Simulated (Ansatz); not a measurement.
Relaxation of a generated trial cell of TaN in the NbAs structure type; 4 atoms in the cell, which starts as I4₁md (No. 109), tI8; a = b = 2.7513 Å, c = 9.3144 Å, α = β = γ = 90.00°. All values below come from r2SCAN (plane waves to 500 eV, PAW, scalar-relativistic; Ansatz, an electronic-structure program). Γ-centred k-mesh 12×12×12 on the run's cell (coarser than for final values), Fermi–Dirac smearing 0.05 eV. This is the first round of the run. 

The optimiser's lines from the output (shortened; P is positive under compression):

```
relax step   1: F+E_penalty+E_count = -20662.81196339 eV  Δ(F+E_penalty+E_count) = +0.000e0 eV  max|allowed force component| = 6.970e-1 eV/Å  Δτ_max = 0.0000 Å  P = +110.637 GPa  Ω = 35.253 Å³  (7 SCF iters, dr2 threshold 1.00e-7 eV, accepted)
relax step   2: F+E_penalty+E_count = -20664.70644979 eV  Δ(F+E_penalty+E_count) = -1.894e0 eV  max|allowed force component| = 3.308e-1 eV/Å  Δτ_max = 0.0024 Å  P = +40.135 GPa  Ω = 39.304 Å³  (7 SCF iters, dr2 threshold 4.00e-7 eV, accepted)
relax step   3: F+E_penalty+E_count = -20665.13865734 eV  Δ(F+E_penalty+E_count) = -4.322e-1 eV  max|allowed force component| = 2.805e-1 eV/Å  Δτ_max = 0.0003 Å  P = +9.537 GPa  Ω = 42.012 Å³  (7 SCF iters, dr2 threshold 4.00e-7 eV, accepted)
relax step   4: F+E_penalty+E_count = -20665.17462941 eV  Δ(F+E_penalty+E_count) = -3.597e-2 eV  max|allowed force component| = 1.192e-1 eV/Å  Δτ_max = 0.0138 Å  P = -1.100 GPa  Ω = 43.236 Å³  (6 SCF iters, dr2 threshold 4.00e-7 eV, accepted)
relax step   5: F+E_penalty+E_count = -20665.17639253 eV  Δ(F+E_penalty+E_count) = -1.763e-3 eV  max|allowed force component| = 4.134e-3 eV/Å  Δτ_max = 0.0041 Å  P = +0.015 GPa  Ω = 43.096 Å³  (5 SCF iters, dr2 threshold 4.00e-7 eV, accepted)
relax step   6: F+E_penalty+E_count = -20665.17639643 eV  Δ(F+E_penalty+E_count) = -3.899e-6 eV  max|allowed force component| = 1.198e-4 eV/Å  Δτ_max = 0.0001 Å  P = -0.002 GPa  Ω = 43.097 Å³  (3 SCF iters, dr2 threshold 1.52e-8 eV, accepted)
relax step   7: F+E_penalty+E_count = -20665.18077182 eV  Δ(F+E_penalty+E_count) = -4.375e-3 eV  max|allowed force component| = 3.450e-4 eV/Å  Δτ_max = 0.0000 Å  P = +0.069 GPa  Ω = 43.097 Å³  stress off target by 1.14e-1 GPa  SCF on the basis re-selected at this cell (its energy is not comparable with the rows above)  (7 SCF iters)
relax step   8: F+E_penalty+E_count = -20665.18077069 eV  Δ(F+E_penalty+E_count) = +1.133e-6 eV  max|allowed force component| = 2.220e-4 eV/Å  Δτ_max = 0.0000 Å  P = -0.006 GPa  Ω = 43.106 Å³  (4 SCF iters, dr2 threshold 3.26e-8 eV, accepted)
relax step   9: F+E_penalty+E_count = -20665.18077364 eV  Δ(F+E_penalty+E_count) = -2.948e-6 eV  max|allowed force component| = 2.176e-4 eV/Å  Δτ_max = 0.0000 Å  P = -0.006 GPa  Ω = 43.106 Å³  stress off target by 7.80e-3 GPa  SCF on the basis re-selected at this cell (its energy is not comparable with the rows above)  (4 SCF iters)
```

From the first to the last row the energy changes by -0.59 eV/atom and the volume by +22.3 %. The last row is marked as not comparable with the walk above it, whose basis was carried along; it does compare with step 1, since both stand on a basis selected at the nominal cutoff for their own cell.

Later rounds, restarted from the end of this one on a renewed k-mesh, logged 8 more steps and released under 0.01 eV/atom more. The final structure after all rounds: I4₁md (No. 109), tI8; a = b = 2.902 Å, c = 10.240 Å, α = β = γ = 90.00°. Between re-selections the logged energies stand on a plane-wave basis carried along with the cell. No spin polarisation in the result.

The run could not lose the symmetry of its start, so the end can be a saddle point.

The relaxed structure here is a generated cell of TaN: the first start was made by placing the elements on the sites of a structure type, and the end was not matched to a known phase here, so it may be hypothetical. Known forms of TaN include space group No. 225.
